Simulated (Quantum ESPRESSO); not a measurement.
AsSiF3O3, a curve over strain

Computed values, not a measurement. The program is pw.x of Quantum ESPRESSO 7.5 (plane-wave density functional theory). The cell is made up: 8 atoms on a quartz lattice with one site empty, with randomly drawn elements, strain and displacements, not relaxed. PseudoDojo standard norm-conserving files (v0.5 for PBE, v0.4.1 for LDA and PBEsol) set the functional; there is no spin polarisation, spin-orbit coupling or dispersion term, and the masses in the input are unused placeholders.

Seven runs add a strain to one cell (shear xy, as the tensor component); the atoms follow the cell and are not relaxed. Stress in the table is positive in tension.

Input of the run at -0.0079:

```
&control calculation='scf', pseudo_dir='./dojo.nc.sr.pbe.v0_5.standard.upf', outdir='./o', disk_io='low', tprnfor=.true., tstress=.true. /
&system ibrav=0, nat=8, ntyp=4, nbnd=35, ecutwfc=84.00895049, nosym=.true., tot_charge=0,
 occupations='smearing', smearing='fd', degauss=0.0018374661
/
&electrons conv_thr=7.350e-09, electron_maxstep=60, /
ATOMIC_SPECIES
As 1.0 As.upf
F 1.0 F.upf
O 1.0 O.upf
Si 1.0 Si.upf
CELL_PARAMETERS angstrom
4.9 -0.0802 0.038
-2.5199 4.3307 -0.0657
0.0422 -0.0596 5.4148
ATOMIC_POSITIONS angstrom
As 2.1845 -0.0267 3.5457
Si 1.2662 2.241 0.0373
F 1.2892 1.1236 4.2709
F 3.1667 0.6045 2.4431
O 2.7936 2.4967 0.559
F 0.2329 1.7505 1.1711
O -1.1452 3.1702 2.9432
O 0.7756 3.5952 4.7324
K_POINTS automatic
5 5 4 1 1 1
```

| added strain | free energy less that of the input shown (eV) | stress xx (GPa) | stress yy (GPa) | stress zz (GPa) | stress xy (GPa) | pressure (GPa) | next band up at Gamma (eV) | iterations |
| --- | --- | --- | --- | --- | --- | --- | --- | --- |
| -0.0172 | 0.0526 | -9.50 | -24.19 | -14.03 | -4.81 | 15.91 | 0.972 | 13 |
| -0.0147 | 0.0367 | -9.22 | -24.08 | -13.94 | -4.24 | 15.75 | 0.980 | 13 |
| -0.0115 | 0.0176 | -8.88 | -23.92 | -13.83 | -3.49 | 15.54 | 0.988 | 13 |
| -0.0079 | 0.0000 | -8.50 | -23.78 | -13.71 | -2.67 | 15.33 | 0.998 | 13 |
| +0.0139 | -0.0039 | -6.42 | -23.28 | -13.32 | 2.26 | 14.34 | 1.044 | 13 |
| +0.0226 | 0.0392 | -5.69 | -23.25 | -13.30 | 4.19 | 14.08 | 1.055 | 13 |

Question: one run is left out of the table, at +0.0190. Estimate its stress xy (GPa).

Answer: 3.39. The whole row:

```
added strain  free energy less that of the input shown (eV)  stress xx (GPa)  stress yy (GPa)  stress zz (GPa)  stress xy (GPa)  pressure (GPa)  next band up at Gamma (eV)  iterations
     +0.0190                                         0.0178            -5.98           -23.25           -13.29             3.39           14.17                       1.051          13
```

A cubic fit gives a slope of stress xy against the added strain of 227 GPa at zero added strain, with the atoms clamped. Across the table the free energy follows the integral of the stress to within 1.1 meV. A rerun of one of the cells at a cutoff of 1437 eV and k mesh 7 x 7 x 6 moved values by no more than 0.004 eV in energy, 0.02 GPa in stress and 0.003 eV/Å in force. The band column is the level of band 30 at Gamma less that of band 29, whose number is half the electron count, rounded up; it comes from a band step after each run.